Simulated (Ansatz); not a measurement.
Consider the following.

AlNi:
```cif
data_AlNi
_chemical_formula_sum 'Al1 Ni1'
_space_group_name_H-M_alt 'Pm-3m'
_space_group_IT_number 221
_space_group_name_Hall '-P 4 2 3'
_cell_length_a 2.83263
_cell_length_b 2.83263
_cell_length_c 2.83263
_cell_angle_alpha 90.000
_cell_angle_beta 90.000
_cell_angle_gamma 90.000
loop_
_atom_site_label
_atom_site_type_symbol
_atom_site_symmetry_multiplicity
_atom_site_Wyckoff_symbol
_atom_site_fract_x
_atom_site_fract_y
_atom_site_fract_z
_atom_site_occupancy
Al1 Al 1 b 0.50000 0.50000 0.50000 1
Ni1 Ni 1 a 0.00000 0.00000 0.00000 1
```

This is the LDA-relaxed structure.

All from the program Ansatz at the LDA level (PAW), unless another level is named. Give the density of states at the Fermi level.

0.39 states/eV per atom (mean over ±0.08 eV).

Predict the formation energy from the elements (no fitted shifts).

-0.70 eV/atom.

Symmetry was held in the LDA relaxation; of distortions, only those at the zone centre were tested. No spin polarisation was allowed. The references are the lowest solids computed at this level, not always the standard phases.

Potentials: the later of the program's two PAW sets.
